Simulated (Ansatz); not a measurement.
Method: DFT PBE, scalar-relativistic, plane waves, PAW (Ansatz). Settings: cutoff 420 eV, Γ-centred meshes spaced at most about 0.3 Å⁻¹, and about 0.25 Å⁻¹ or finer for metals (2π included), Gaussian smearing. No spin polarisation in the final relaxations.

These are static total energies at zero pressure. All come from trial cells, and lower structures may exist.

Question: Which of these relaxed structures of SnGeTe2 is the lowest in energy?
A.

```
Sn Ge Te
1.0
     4.54278    0.00000    0.00000
     0.00000    4.37365    0.00000
    -0.25509    0.00000    6.31284
Sn Ge Te
1 1 2
Direct
  0.50775 0.00000 0.49471
  0.04850 0.50000 0.97398
  0.98194 0.50000 0.52382
  0.46181 0.00000 0.00750
```

B.

```
Sn Ge Te
1.0
     4.40293    0.00000    0.00000
     0.00000    4.40293    0.00000
     0.00000    0.00000    6.22418
Sn Ge Te
1 1 2
Direct
  0.50000 0.50000 0.50000
  0.00000 0.00000 0.00000
  0.00000 0.00000 0.50000
  0.50000 0.50000 0.00000
```

Answer: A. It has Sn and Ge ordered on rock salt sites, space group Pm (No. 6); the next, B, with Sn and Ge ordered on rock salt sites, space group P4/mmm (No. 123), lies 22 meV/atom higher. Counting Ge or Te atoms around Sn (for each partner element, those within 1.25 times its shortest distance or 1.15 times the sum of covalent radii, where it is the nearest in units of that sum or under 1.3), the lowest and the next both have Sn 6.

Spin–orbit coupling, which can matter for Te, is left out. Cells relaxed within their symmetry can be saddle points. The Pm cell of SnGeTe2 came from shaking the P4/mmm one. Some candidate types were left out of the draw beforehand, so a known form may be missing.
